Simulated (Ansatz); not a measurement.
BaTiO3:
```xyz
5
Lattice="2.7881 1.6097 2.2805 -2.7881 1.6097 2.2805 0.0000 -3.2194 2.2805" Properties=species:S:1:pos:R:3 pbc="T T T"
Ba     0.0000     0.0000     6.8342
Ti     0.0000     0.0000     3.4723
O     -1.3826     0.7982     4.4803
O      0.0000    -1.5965     4.4803
O      1.3826     0.7982     4.4803
```

Relaxed with LDA. Special points in fractions of this cell's reciprocal vectors: Γ (0.000, 0.000, 0.000); T (0.500, 0.500, 0.500); H2 (0.501, 0.499, 0.500); H0 (0.500, -0.499, 0.499); L (0.500, 0.000, 0.000); S0 (0.499, -0.499, 0.000); S2 (0.501, 0.000, 0.499); F (0.500, 0.000, 0.500).

Problem. List the band energies nearest the valence-band maximum at these points for LDA (plane waves, PAW; program Ansatz).

Solution. In eV from the valence-band maximum; about four levels below and three above (degenerate sets whole), none deeper than 8.9 eV; points with the same levels are listed once.

| k | below | above |
|---|---|---|
| Γ | -1.19 -0.29 -0.19 -0.19 | 2.15 2.15 2.26 |
| T | -2.27 -0.01 -0.01 0.00 | 4.54 4.62 4.62 |
| L | -1.83 -1.73 -0.81 -0.72 | 2.31 3.86 3.92 |
| S0 | -1.62 -0.80 -0.78 -0.05 | 3.93 3.93 4.32 |

Space group R3m. This is a known low-temperature phase of the composition, computed here at zero pressure and temperature. The LDA relaxation kept the symmetry of its start; its stability against distortions is not shown here. The run is not spin-polarised. Spin–orbit coupling is left out wherever it is not named.

Potentials: the earlier of the program's two PAW sets. The files were generated under PBE; for other functionals the program regenerates the frozen cores, and for LDA and PBEsol the local potential too.
